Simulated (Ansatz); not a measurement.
Here is the system:

LiTaO3:
```cif
data_Li6O18Ta6
_chemical_formula_sum 'Li6 Ta6 O18'
_space_group_name_H-M_alt 'R3c :H'
_space_group_IT_number 161
_space_group_name_Hall 'R 3 -2"c'
_cell_length_a 5.13883
_cell_length_b 5.13883
_cell_length_c 13.76600
_cell_angle_alpha 90.000
_cell_angle_beta 90.000
_cell_angle_gamma 120.000
loop_
_atom_site_label
_atom_site_type_symbol
_atom_site_symmetry_multiplicity
_atom_site_Wyckoff_symbol
_atom_site_fract_x
_atom_site_fract_y
_atom_site_fract_z
_atom_site_occupancy
Li1 Li 6 a 0.00000 0.00000 0.28213 1
Ta1 Ta 6 a 0.00000 0.00000 0.49905 1
O1 O 18 b 0.04826 0.34382 0.06900 1
```
(The calculation used a cell of 10 atoms; values per cell refer to that cell.)

This is the PBEsol-relaxed structure.

Task: All from PBEsol in the plane-wave PAW code Ansatz, unless another level is named. Give the Born charges (a third of the trace).

Result: Li +1.12, Ta +7.31, O -2.81 e.

Task: What about the electronic dielectric constant ε∞ (DFPT)?

Result: 5.06 (xx = yy), 5.18 (zz).

Task: Predict the largest static χ(2) component.

Result: 35 pm/V.

The PBEsol relaxation kept the symmetry of its start. The run is not spin-polarised. Spin–orbit coupling is left out wherever it is not named.

Potentials: the earlier of the program's two PAW sets. The files were generated under PBE; for other functionals the program regenerates the frozen cores, and for LDA and PBEsol the local potential too.
